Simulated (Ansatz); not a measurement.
## Data sheet: GaSb (DFT)

GaSb in space group Immm (No. 71; Ga on 2a, Sb on 2c), a = 3.211 Å, b = 5.094 Å, c = 5.695 Å, α = β = γ = 90.00°; the cell used has 2 atoms.

Space group Immm (No. 71); conventional cell a = 3.2106 Å, b = 5.0940 Å, c = 5.6947 Å, α = 90.00°, β = 90.00°, γ = 90.00°.

Method: plane-wave PAW r²SCAN (Ansatz code). Structure relaxed to zero pressure with the same functional. Other levels are named where they apply.

Cell and energy:

```yaml
volume_per_atom: 23.28 Å³
density: 6.83 g/cm³
Formation energy from the elements (no fitted shifts): 0.080 eV/atom
```

Electronic structure:

```yaml
electronic_character: metallic (no gap)
Density of states at the Fermi level: 0.35 states/eV per atom (mean over ±0.08 eV)
Gap with spin–orbit coupling: none (metallic)
```

Mechanics:

```yaml
Bulk modulus (Birch–Murnaghan fit): 59.2 GPa
Pressure derivative B′: 4.8
```

Phonons:

```yaml
highest_zone_centre_frequency: 143 cm⁻¹
zone_centre_stability: unstable, softest mode 28i cm⁻¹
```

Charges:

```yaml
bader_charges: Ga +0.24, Sb -0.24 e
```

The first step of the workflow began from a Materials Project structure, measured or hypothetical; the Crystallography Open Database copy checked does not list it. It is not the phase usual at ambient conditions (space group No. 216). The r²SCAN relaxation kept the symmetry of its start; phonons show weakly imaginary modes. As this level gives no gap, phonon frequencies hold no LO–TO term and depend on the k-mesh and smearing (Fermi–Dirac, 0.1 eV here). The references are the lowest solids computed at this level, not always the standard phases. Scalar-relativistic: spin–orbit coupling is off unless named, which matters more the heavier the elements.

Potentials: the later of the program's two PAW sets.
